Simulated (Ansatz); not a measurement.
PtOS (Janus 2H monolayer), relaxed with r2SCAN: 3 runs in the plane-wave code Ansatz, each a construction of maximally localised Wannier functions. The sheet's in-plane cell has a = 3.342 Å, b = 3.342 Å (γ = 120.0°), and its outermost atoms lie 2.39 Å apart along the normal. Around Pt lie 3 S at 2.25 Å and 3 O at 2.29 Å; around O lie 3 Pt at 2.29 Å and 1 S at 2.39 Å; around S lie 3 Pt at 2.25 Å and 1 O at 2.39 Å. Computed, not measured; no magnetism was allowed, and whether the structure is a known phase isn't checked.

```yaml
crystal:
  lattice:
    - [3.34191, 0.00000, 0.00000]
    - [-1.67095, 2.89418, 0.00000]
    - [0.00000, 0.00000, 29.50338]
  atoms:
    - { symbol: Pt, position: [0.33333, 0.66667, 0.30432] }
    - { symbol: O, position: [0.66667, 0.33333, 0.34592] }
    - { symbol: S, position: [0.66667, 0.33333, 0.26491] }
```
Periodic in the plane only; c spans the vacuum.

Windows count from the top of the filled bands; a dash means that no such window was set (without an outer window there is no disentanglement).

```csv
functional,SCF mesh,trial orbitals,functions,mesh,window (eV),frozen (eV),Ω total (Å²),Ω invariant (Å²),largest spread (Å²),least projectability,"interpolation miss of the model's filled bands (eV, to the nearest computed level)"
PBE,9×9×1,"Pt d, O p, S p",11,6×6×1,–,–,13.00,12.34,1.60,0.65,0.009
r2SCAN,9×9×1,"Pt d, O p, S p",11,6×6×1,–,–,12.79,12.16,1.59,0.65,0.010
PBE+SOC,9×9×1,"Pt d, O p, S p",22,6×6×1,–,–,26.11,24.75,1.61,0.64,–
```

Only the levels marked +SOC include spin-orbit coupling.
